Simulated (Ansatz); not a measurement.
# CaMg (Pm-3m), stationary points along a deformation path

All numbers below come from DFT PBEsol, scalar-relativistic, plane waves, PAW (Ansatz 0.2.0). Cutoff 420 eV, Γ-centred 14×14×14 k-points, Gaussian smearing of 0.15 eV. No spin polarisation. Energies are free energies at this smearing, counted from the undisturbed cell; pressure is positive in compression.

Reference structure (as given, not relaxed at this level; it stands at -0.8 GPa, and it needn't be the usual structure):

```
Ca Mg
1.0
     3.96614    0.00000    0.00000
     0.00000    3.96614    0.00000
     0.00000    0.00000    3.96614
Ca Mg
1 1
Direct
  0.00000 0.00000 0.00000
  0.50000 0.50000 0.50000
```

At fixed volume and fractional coordinates, lengths along (0.577, 0.577, 0.577) are scaled against those across it; ρ is that ratio over its starting value. V = 31.194 Å³/atom. Δσ is the stress along the axis less the mean stress across it (compression positive).

```csv
ρ,ΔE (meV/atom),Δσ (GPa),space group
0.500,2637.0,71.64,R-3m
0.600,1274.4,44.95,R-3m
0.710,508.1,25.87,R-3m
1.000,0.0,0.00,Pm-3m
1.410,228.5,-6.02,R-3m
2.000,361.1,0.00,Fm-3m
```

**Question.** How does the stress give the slope of the energy, and where is the energy stationary?

**Answer.** Along the path d ln(length) is 2/3 d ln ρ on the axis and −1/3 d ln ρ across it, so dE/d ln ρ = −(2/3) V Δσ: the energy falls with ρ where Δσ is positive. Δσ vanishes or changes sign at ρ = 1.000 (Pm-3m), a minimum at 0.0 meV/atom; at ρ = 2.000 (Fm-3m, an end of the scan), at 361.1 meV/atom. Pairs of stationary points between two samples would go unseen, and could change a minimum read from distant neighbours into a maximum. At ρ = 1.000, 2.000 the cell is cubic, where symmetry alone makes the stress isotropic and the slope zero.

In a metal these slopes depend on the k mesh and the smearing.